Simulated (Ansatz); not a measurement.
The elements of this relaxed trial crystal are hidden behind letters.

```
lattice vectors (Å)
  -2.0278    2.0278    8.5981
   2.0278   -2.0278    8.5981
   2.0278    2.0278   -8.5981
fractional positions
X 0.8332 0.8332 0.0000
X 0.1668 0.1668 0.0000
Z 0.5000 0.5000 0.0000
Q 0.4161 0.9161 0.5000
Q 0.0839 0.5839 0.5000
Q 0.7500 0.2500 0.5000
```

Level of theory: DFT PBE, scalar-relativistic, plane waves, PAW (Ansatz). The final run on the 6-atom cell used 420 eV, a Γ-centred 10×10×10 mesh, 0.02 eV smearing and no spin polarisation.

- Space group: I-4m2 (No. 119)
- Conventional cell: a = 4.056 Å, c = 17.196 Å
- Volume per atom: 23.57 Å³
- Density: 4.09 g/cm³
- Energy over the elements: −0.440 eV/atom
- Gap on the 10×10×10 mesh of the 6-atom cell: 1.11 eV

Energies are uncorrected and count from the elements' standard states at the same level.

**Question.** X is a p-block element of period 3, Z is a p-block element of period 4 and Q is a p-block element of period 4. Which elements are they?

**Answer.** X = Al, Z = Ga, Q = As, so the formula is Al2GaAs3. Density times volume gives a mean mass of 4.09 × 23.57/1.6605 = 58.1 u per atom, and this set has 58.1 u. Al is surrounded by 4 As at 2.48 Å; Ga has 4 As at 2.49 Å; around As on a site of symmetry 2mm lie 2 Al at 2.48 Å and 2 Ga at 2.49 Å; 1 more site not described. Other sets within the hints have nearly the same mass, so mass alone doesn't settle it; this one was computed.

Kohn–Sham gaps at this level usually fall short of measured ones. A structure relaxed within its symmetry needn't be a true minimum.
